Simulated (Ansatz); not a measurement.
Ca (fcc (Cu type), Fm-3m) under volume change, PBEsol in the plane-wave PAW code Ansatz, scaled uniformly.

| V (Å³/atom) | E − E(relaxed) (meV/atom) | P (GPa) |
|---|---|---|
| 36.925 | 20.8 | 1.94 |
| 38.143 | 8.9 | 1.22 |
| 39.360 | 2.1 | 0.57 |
| 40.577 | 0.0 | 0.00 |
| 41.795 | 2.0 | -0.51 |
| 43.012 | 7.6 | -0.96 |
| 44.229 | 16.4 | -1.35 |

Q: What does a third-order Birch–Murnaghan fit give for V₀, B₀ and B′?

A: V₀ = 40.57 Å³/atom, B₀ = 17.9 GPa, B′ = 3.0.

The PBEsol relaxation kept the symmetry of its start.

Potentials: the earlier of the program's two PAW sets. The files were generated under PBE; for other functionals the program regenerates the frozen cores, and for LDA and PBEsol the local potential too.
